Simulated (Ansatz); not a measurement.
Ge (diamond)

```yaml
crystal:
  lattice:
    - [0.00000, 2.88111, 2.88111]
    - [2.88111, 0.00000, 2.88111]
    - [2.88111, 2.88111, 0.00000]
  atoms:
    - { symbol: Ge, position: [0.50000, 0.50000, 0.50000] }
    - { symbol: Ge, position: [0.75000, 0.75000, 0.75000] }
```

The slice is a {110} plane (indices of the conventional cell) through the point (0.500, 0.500, 0.500) (fractional), spanned by u = [100] and v = [1 -1 -1] in vectors of this cell: u (4.07 Å) and v (5.76 Å, at 90° to u). It covers one period; positions are fractions (u, v).

Computed with PBE (plane waves to 420 eV, PAW, scalar-relativistic; Ansatz, a first-principles code). k mesh 14×14×14. These are valence fields of a PAW run, semicore shells included where kept as valence: close to a nucleus they are smooth pseudo fields. Ge was relaxed with its symmetry unable to fall. The PAW data are Ansatz's earlier set.

Task: The ELF has a maximum in the middle third of the Ge–Ge line. Where, and how high?

Result: 0.77, 1.2 Å from Ge.

Task: What is the valence density on the shortest Ge–Ge line in this plane (2.50 Å), at its midpoint?

Result: 0.47 e/Å³.

Task: Sketch the electron localisation function (ELF) on this plane as a map.

Result: 
| v \ u | 0.00 | 0.10 | 0.20 | 0.30 | 0.40 | 0.50 | 0.60 | 0.70 | 0.80 | 0.90 |
|---|---|---|---|---|---|---|---|---|---|---|
| 0.86 | 0.44 | 0.52 | 0.75 | 0.67 | 0.42 | 0.31 | 0.42 | 0.67 | 0.75 | 0.52 |
| 0.71 | 0.23 | 0.34 | 0.50 | 0.44 | x | x | x | 0.44 | 0.50 | 0.34 |
| 0.57 | 0.02 | 0.04 | 0.18 | 0.39 | 0.46 | 0.47 | 0.46 | 0.39 | 0.18 | 0.04 |
| 0.43 | 0.02 | 0.02 | 0.02 | 0.05 | 0.10 | 0.12 | 0.10 | 0.05 | 0.02 | 0.02 |
| 0.29 | 0.23 | 0.19 | 0.10 | 0.03 | 0.02 | 0.01 | 0.02 | 0.03 | 0.10 | 0.19 |
| 0.14 | 0.44 | 0.45 | 0.42 | 0.26 | 0.08 | 0.03 | 0.08 | 0.26 | 0.42 | 0.45 |
| 0.00 | x | x | 0.45 | 0.59 | 0.48 | 0.38 | 0.48 | 0.59 | 0.45 | x |

Values: electron localisation function (ELF). Points within 0.5 Å of a nucleus are blanked (x), as the pseudised field means little there.
